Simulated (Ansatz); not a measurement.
SrScO2F in space group P4/mmm (No. 123; Sr on 1d, Sc on 1a, O on 2f, F on 1b), a = 4.093 Å, b = 4.093 Å, c = 4.026 Å, α = 90.00°, β = 90.00°, γ = 90.00°.

Relaxed with PBEsol. PBEsol in the plane-wave PAW code Ansatz gives a gap of 3.22 eV.

Task: What gap does HSE06 give on the same cell (Ansatz, PAW)?

Result: 4.86 eV, 1.63 eV more. The hybrid was solved on a coarser mesh and at special points; the gap given is the minimum over both.

| k | v1 PBEsol | c1 PBEsol | v1 HSE06 | c1 HSE06 |
|---|---|---|---|---|
| Γ | -0.40 | 3.22 | -0.49 | 4.86 |
| Z | -0.49 | 3.96 | -0.60 | 5.80 |
| M | -0.10 | 4.96 | ___ | ___ |
| A | 0.00 | 4.70 | ___ | ___ |
| R | -1.15 | 4.35 | ___ | ___ |
| X | -1.07 | 3.68 | ___ | ___ |

Task: Top valence (v1) and lowest conduction level (c1) in eV from each method's valence maximum (which need not be a listed point): supply the withheld HSE06 values.

Result: 
- A, v1 HSE06: 0.00
- A, c1 HSE06: 6.36
- R, v1 HSE06: -1.37
- R, c1 HSE06: 6.20
- X, v1 HSE06: -1.28
- X, c1 HSE06: 5.56
- M, v1 HSE06: -0.10
- M, c1 HSE06: 6.74

Cost on shared cores: the PBEsol run (SCF on a 7×7×7 mesh, then bands and DOS) roughly 40 core-seconds, the HSE06 run (SCF on 4×4×4, then a few points) about 110 core-seconds (a rough figure); the tasks are unlike.

The start of the workflow was typed in or built on a structure type; neither database checked (COD, Materials Project) lists it. Whether it is the stable phase at ambient conditions was not checked. Symmetry was held in the PBEsol relaxation. At this level the phase is dynamically unstable (imaginary phonons). The run is not spin-polarised. The volume moved by -17 % from the start of the relaxation. Scalar-relativistic: spin–orbit coupling is off unless named, which matters more the heavier the elements.

Potentials: the earlier of the program's two PAW sets. The files were generated under PBE; for other functionals the program regenerates the frozen cores, and for LDA and PBEsol the local potential too.
